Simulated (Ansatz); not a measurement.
Space group P4/nmm:1 (No. 129). a = 3.880 Å, b = 3.880 Å, c = 7.369 Å, α = 90.00°, β = 90.00°, γ = 90.00°
```
atom site symmetry x y z
  Bi    2c       4mm  0.0000  0.5000  0.1712
  Cl    2c       4mm  0.0000  0.5000  0.6497
   O    2a      -4m2  0.0000  0.0000  0.0000
```

Equation of state of this BiClO structure (not necessarily the ground state), with shape and atoms relaxed at each volume where symmetry leaves them free. Level of theory: DFT PBEsol, scalar-relativistic, plane waves, PAW (Ansatz).

Settings: cutoff 420 eV, Γ-centred mesh 6×6×4 on the computed 6-atom cell, Gaussian smearing of 0.02 eV; no spin polarisation.

```json
{"V (Å³/atom)": "16.267", "E − E(largest V) (meV/atom)": "52.90", "P (GPa)": "11.12", "gap on mesh (eV)": "2.70"}
{"V (Å³/atom)": "16.822", "E − E(largest V) (meV/atom)": "21.63", "P (GPa)": "7.12", "gap on mesh (eV)": "2.68"}
{"V (Å³/atom)": "17.376", "E − E(largest V) (meV/atom)": "2.71", "P (GPa)": "3.95", "gap on mesh (eV)": "2.64"}
{"V (Å³/atom)": "17.931", "E − E(largest V) (meV/atom)": "-6.56", "P (GPa)": "1.58", "gap on mesh (eV)": "2.60"}
{"V (Å³/atom)": "18.486", "E − E(largest V) (meV/atom)": "-8.99", "P (GPa)": "-0.02", "gap on mesh (eV)": "2.57"}
{"V (Å³/atom)": "19.040", "E − E(largest V) (meV/atom)": "-7.42", "P (GPa)": "-0.86", "gap on mesh (eV)": "2.56"}
{"V (Å³/atom)": "19.595", "E − E(largest V) (meV/atom)": "-4.26", "P (GPa)": "-1.07", "gap on mesh (eV)": "2.57"}
{"V (Å³/atom)": "20.334", "E − E(largest V) (meV/atom)": "0.00", "P (GPa)": "-1.01", "gap on mesh (eV)": "2.63"}
```

Fit a third-order Birch–Murnaghan equation to E(V).

V0 = 18.54 Å³/atom, B0 = 34 GPa, B0' = 18.6. B0' is unusual or poorly fixed by this range.

Spin-orbit coupling is left out, which matters for the bands of heavy elements.

The gaps are read on the mesh, which can miss the band edges, so they can be too wide.